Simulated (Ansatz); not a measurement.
A scan (energy over volume and axial ratio; atoms clamped) gave these values. Level of theory: PBE (plane waves to 420 eV, PAW, scalar-relativistic; Ansatz, a program for electronic structure).

- Modulus against c/a change at fixed volume, (3/4V)·∂²E/∂(ln c/a)² (fit, atoms clamped): 14 GPa, an upper bound as the atoms could relax

Problem. Of these crystals, all scanned alike, which one is it?
(A) Te (trigonal-Te type, space group P3_121)
(B) Al₂Cu (Al2Cu type, space group I4/mcm)
(C) TiO₂ (rutile)

Solution. A, Te (trigonal-Te type, space group P3_121). The others have, for the modulus against c/a change at fixed volume, (3/4V)·∂²E/∂(ln c/a)²: Al2Cu 60 GPa, TiO2 130 GPa

Al2Cu is run without spin polarisation. All were relaxed with their symmetry unable to fall. Spin-orbit coupling is left out. TiO2 is run without spin polarisation. As the atoms are clamped, bonds stretch with the cell, which overstates energies and stresses. As the smearing reaches across the gap at some points, the response to shear is sensitive to the k mesh, so small differences along c/a are uncertain.

(A scan under strain: stresses follow from slopes of the energy per volume, elastic moduli from its curvatures.)
